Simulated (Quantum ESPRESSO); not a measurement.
Sc in AlN: quadrupolar couplings

Host, cell and atoms relaxed with PBE and no dispersion term (field gradients by PBE PAW (JTH datasets; density from pw.x of a modified build of Quantum ESPRESSO, gradients reconstructed from it by a script), 25 Ha, k-mesh 8×8×5 through Γ):

| site | site symmetry | Vzz (10²¹ V/m²) | η_Q | ∣C_Q∣ (MHz) |
|---|---|---|---|---|
| Al (atoms 1, 2) | 3m | 0.46 | 0.00 | 1.62 (²⁷Al) |
| N (atoms 3, 4) | 3m | under 0.2 | – | under 0.096 (¹⁴N) |

Its cell: a = 3.133 Å, b = 3.133 Å, c = 5.023 Å, α = 90.00°, β = 90.00°, γ = 120.00°.

Changed cell (atom 1 is the new one; 25 Ha, k-mesh 8×8×5 through Γ):

```
CELL_PARAMETERS angstrom
      3.33323     0.00000     0.00000
     -1.66661     2.88666     0.00000
      0.00000     0.00000     5.20229
ATOMIC_POSITIONS crystal
  Sc 0.66667 0.33333 0.48911
  Al 0.33333 0.66667 0.00118
  N  0.66667 0.33333 0.90476
  N  0.33333 0.66667 0.36495
```
The cell was made here from a computed Materials Project entry: one of 2 Al replaced by Sc, cell and atoms relaxed (PBE without dispersion, pw.x of Quantum ESPRESSO, symmetry kept). The parent is AlN in P6₃mc. The swapped cell is a model, not a known phase. Stability against distortions was not tested. The run has no spin polarisation.

Quadrupole moments taken as inputs (sizes, barn, from the tables of PySCF and pymatgen): ²⁷Al 0.1466, ¹⁴N 0.0204, ⁴⁵Sc 0.22.

Convention: |Vzz| is the largest principal value, η_Q = (Vxx − Vyy)/Vzz, |C_Q| = |eQVzz/h|. Cores are frozen. Against all-electron runs on small test molecules, this scheme's |Vzz| missed by −11 % on Sc, −7 % on Al, under 1 % on N.

What do the sites of the changed cell show?


| site | distance to atom 1 (Å) | Vzz (10²¹ V/m²) | η_Q | ∣C_Q∣ (MHz) |
|---|---|---|---|---|
| Sc (atom 1) | – | 2.40 | 0.00 | 12.7 |
| Al (atom 2) | 3.19 | -0.31 | 0.00 | 1.08 |
| N1 (atom 3) | 2.16 | -2.63 | 0.00 | 1.30 |
| N2 (atom 4) | 2.03 | 1.39 | 0.00 | 0.69 |
The swap repeats in every cell, so this is an ordered compound and not a dilute impurity.
